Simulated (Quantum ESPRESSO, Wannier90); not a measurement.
# Li2S (anti-fluorite): Wannier90 run

Structure: Materials Project mp-1153, symmetrised, not relaxed again. COD (Crystallography Open Database) has an entry of this formula and space group (matched by these alone). Computed values, not measurements, from PBEsol: Quantum ESPRESSO (norm-conserving PseudoDojo potentials, cutoff 60 Ry, no spin polarisation, no spin-orbit coupling) on a Γ-centred 10×10×10 mesh, then Wannier90. Density: 10×10×10 mesh, cold smearing 0.01 Ry.

Input w.win:

```
num_bands = 21
num_wann = 12
exclude_bands = 1-2
num_iter = 0
conv_tol = 1.0e-6
conv_window = 4
dis_num_iter = 1000
dis_conv_tol = 1.0e-6
dis_froz_max = 7.04
write_hr = true
write_u_matrices = true
begin projections
Li: s;p
S: s;p
end projections
begin unit_cell_cart
ang
    0.0000000000    2.8351700000    2.8351700000
    2.8351700000    0.0000000000    2.8351700000
    2.8351700000    2.8351700000    0.0000000000
end unit_cell_cart
begin atoms_frac
Li  -0.2500000000 -0.2500000000 -0.2500000000
Li   0.2500000000  0.2500000000  0.2500000000
S    0.0000000000  0.0000000000  0.0000000000
end atoms_frac
mp_grid = 10 10 10
begin kpoints
0.0000000000 0.0000000000 0.0000000000
0.0000000000 0.0000000000 0.1000000000
0.0000000000 0.0000000000 0.2000000000
... (997 more lines: the 10x10x10 mesh through Gamma)
end kpoints
```

On the energy scale of pw.x, whose zero is arbitrary, the valence-band maximum lies at 2.33 eV. Lines of w_hr.dat (R1 R2 R3 m n Re Im, eV) for R = 0 and one of the shortest lattice vectors, rounded to 0.01 eV, lines under 0.02 eV left out; orbitals in order: Li1 s, Li1 pz, Li1 px, Li1 py, Li2 s, Li2 pz, Li2 px, Li2 py, S3 s, S3 pz, S3 px, S3 py.

```
    0    0    0    1    1    11.33     0.00
    0    0    0    5    1    -0.49     0.00
    0    0    0    6    1     0.31     0.00
    0    0    0    7    1     0.31     0.00
    0    0    0    8    1     0.31     0.00
    0    0    0    9    1    -0.88     0.00
    0    0    0   10    1     1.03     0.00
    0    0    0   11    1     1.03     0.00
    0    0    0   12    1     1.03     0.00
    0    0    0    2    2    12.28     0.00
    0    0    0    5    2    -0.31     0.00
    0    0    0    6    2     0.20     0.00
    0    0    0    7    2     0.19     0.00
    0    0    0    8    2     0.19     0.00
    0    0    0    9    2    -1.01     0.00
    0    0    0   10    2     0.51     0.00
    0    0    0   11    2     0.99     0.00
    0    0    0   12    2     0.99     0.00
    0    0    0    3    3    12.28     0.00
    0    0    0    5    3    -0.31     0.00
    0    0    0    6    3     0.19     0.00
    0    0    0    7    3     0.20     0.00
    0    0    0    8    3     0.19     0.00
    0    0    0    9    3    -1.01     0.00
    0    0    0   10    3     0.99     0.00
    0    0    0   11    3     0.51     0.00
    0    0    0   12    3     0.99     0.00
    0    0    0    4    4    12.28     0.00
    0    0    0    5    4    -0.31     0.00
    0    0    0    6    4     0.19     0.00
    0    0    0    7    4     0.19     0.00
    0    0    0    8    4     0.20     0.00
    0    0    0    9    4    -1.01     0.00
    0    0    0   10    4     0.99     0.00
    0    0    0   11    4     0.99     0.00
    0    0    0   12    4     0.51     0.00
    0    0    0    1    5    -0.49     0.00
    0    0    0    2    5    -0.31     0.00
    0    0    0    3    5    -0.31     0.00
    0    0    0    4    5    -0.31     0.00
    0    0    0    5    5    11.33     0.00
    0    0    0    9    5    -0.88     0.00
    0    0    0   10    5    -1.03     0.00
    0    0    0   11    5    -1.03     0.00
    0    0    0   12    5    -1.03     0.00
    0    0    0    1    6     0.31     0.00
    0    0    0    2    6     0.20     0.00
    0    0    0    3    6     0.19     0.00
    0    0    0    4    6     0.19     0.00
    0    0    0    6    6    12.28     0.00
    0    0    0    9    6     1.01     0.00
    0    0    0   10    6     0.51     0.00
    0    0    0   11    6     0.99     0.00
    0    0    0   12    6     0.99     0.00
    0    0    0    1    7     0.31     0.00
    0    0    0    2    7     0.19     0.00
    0    0    0    3    7     0.20     0.00
    0    0    0    4    7     0.19     0.00
    0    0    0    7    7    12.28     0.00
    0    0    0    9    7     1.01     0.00
    0    0    0   10    7     0.99     0.00
    0    0    0   11    7     0.51     0.00
    0    0    0   12    7     0.99     0.00
    0    0    0    1    8     0.31     0.00
    0    0    0    2    8     0.19     0.00
    0    0    0    3    8     0.19     0.00
    0    0    0    4    8     0.20     0.00
    0    0    0    8    8    12.28     0.00
    0    0    0    9    8     1.01     0.00
    0    0    0   10    8     0.99     0.00
    0    0    0   11    8     0.99     0.00
    0    0    0   12    8     0.51     0.00
    0    0    0    1    9    -0.88     0.00
    0    0    0    2    9    -1.01     0.00
    0    0    0    3    9    -1.01     0.00
    0    0    0    4    9    -1.01     0.00
    0    0    0    5    9    -0.88     0.00
    0    0    0    6    9     1.01     0.00
    0    0    0    7    9     1.01     0.00
    0    0    0    8    9     1.01     0.00
    0    0    0    9    9    -6.27     0.00
    0    0    0    1   10     1.03     0.00
    0    0    0    2   10     0.51     0.00
    0    0    0    3   10     0.99     0.00
    0    0    0    4   10     0.99     0.00
    0    0    0    5   10    -1.03     0.00
    0    0    0    6   10     0.51     0.00
    0    0    0    7   10     0.99     0.00
    0    0    0    8   10     0.99     0.00
    0    0    0   10   10     3.87     0.00
    0    0    0    1   11     1.03     0.00
    0    0    0    2   11     0.99     0.00
    0    0    0    3   11     0.51     0.00
    0    0    0    4   11     0.99     0.00
    0    0    0    5   11    -1.03     0.00
    0    0    0    6   11     0.99     0.00
    0    0    0    7   11     0.51     0.00
    0    0    0    8   11     0.99     0.00
    0    0    0   11   11     3.87     0.00
    0    0    0    1   12     1.03     0.00
    0    0    0    2   12     0.99     0.00
    0    0    0    3   12     0.99     0.00
    0    0    0    4   12     0.51     0.00
    0    0    0    5   12    -1.03     0.00
    0    0    0    6   12     0.99     0.00
    0    0    0    7   12     0.99     0.00
    0    0    0    8   12     0.51     0.00
    0    0    0   12   12     3.87     0.00
   -1    0    0    1    1     0.13     0.00
   -1    0    0    2    1    -0.09     0.00
   -1    0    0    4    1    -0.09     0.00
   -1    0    0    1    2     0.09     0.00
   -1    0    0    2    2     0.06     0.00
   -1    0    0    3    2     0.08     0.00
   -1    0    0    4    2    -0.10     0.00
   -1    0    0    2    3    -0.08     0.00
   -1    0    0    3    3    -0.14     0.00
   -1    0    0    4    3    -0.08     0.00
   -1    0    0   10    3    -0.03     0.00
   -1    0    0   12    3    -0.03     0.00
   -1    0    0    1    4     0.09     0.00
   -1    0    0    2    4    -0.10     0.00
   -1    0    0    3    4     0.08     0.00
   -1    0    0    4    4     0.06     0.00
   -1    0    0    1    5    -0.92     0.00
   -1    0    0    3    5    -1.42     0.00
   -1    0    0    5    5     0.13     0.00
   -1    0    0    6    5    -0.09     0.00
   -1    0    0    8    5    -0.09     0.00
   -1    0    0    9    5    -0.88     0.00
   -1    0    0   10    5     1.03     0.00
   -1    0    0   11    5    -1.03     0.00
   -1    0    0   12    5     1.03     0.00
   -1    0    0    2    6    -0.73     0.00
   -1    0    0    4    6     0.54     0.00
   -1    0    0    5    6     0.09     0.00
   -1    0    0    6    6     0.06     0.00
   -1    0    0    7    6    -0.08     0.00
   -1    0    0    8    6    -0.10     0.00
   -1    0    0    9    6    -1.01     0.00
   -1    0    0   10    6     0.51     0.00
   -1    0    0   11    6    -0.99     0.00
   -1    0    0   12    6     0.99     0.00
   -1    0    0    1    7     1.42     0.00
   -1    0    0    3    7     2.19     0.00
   -1    0    0    6    7     0.08     0.00
   -1    0    0    7    7    -0.14     0.00
   -1    0    0    8    7     0.08     0.00
   -1    0    0    9    7     1.01     0.00
   -1    0    0   10    7    -0.99     0.00
   -1    0    0   11    7     0.51     0.00
   -1    0    0   12    7    -0.99     0.00
   -1    0    0    2    8     0.54     0.00
   -1    0    0    4    8    -0.73     0.00
   -1    0    0    5    8     0.09     0.00
   -1    0    0    6    8    -0.10     0.00
   -1    0    0    7    8    -0.08     0.00
   -1    0    0    8    8     0.06     0.00
   -1    0    0    9    8    -1.01     0.00
   -1    0    0   10    8     0.99     0.00
   -1    0    0   11    8    -0.99     0.00
   -1    0    0   12    8     0.51     0.00
   -1    0    0    1    9    -0.88     0.00
   -1    0    0    2    9     1.01     0.00
   -1    0    0    3    9    -1.01     0.00
   -1    0    0    4    9     1.01     0.00
   -1    0    0    9    9    -0.02     0.00
   -1    0    0   10    9    -0.02     0.00
   -1    0    0   12    9    -0.02     0.00
   -1    0    0    1   10    -1.03     0.00
   -1    0    0    2   10     0.51     0.00
   -1    0    0    3   10    -0.99     0.00
   -1    0    0    4   10     0.99     0.00
   -1    0    0    7   10    -0.03     0.00
   -1    0    0    9   10     0.02     0.00
   -1    0    0   10   10    -0.08     0.00
   -1    0    0   12   10    -0.06     0.00
   -1    0    0    1   11     1.03     0.00
   -1    0    0    2   11    -0.99     0.00
   -1    0    0    3   11     0.51     0.00
   -1    0    0    4   11    -0.99     0.00
   -1    0    0   11   11    -0.10     0.00
   -1    0    0    1   12    -1.03     0.00
   -1    0    0    2   12     0.99     0.00
   -1    0    0    3   12    -0.99     0.00
   -1    0    0    4   12     0.51     0.00
   -1    0    0    7   12    -0.03     0.00
   -1    0    0    9   12     0.02     0.00
   -1    0    0   10   12    -0.06     0.00
   -1    0    0   12   12    -0.08     0.00
```
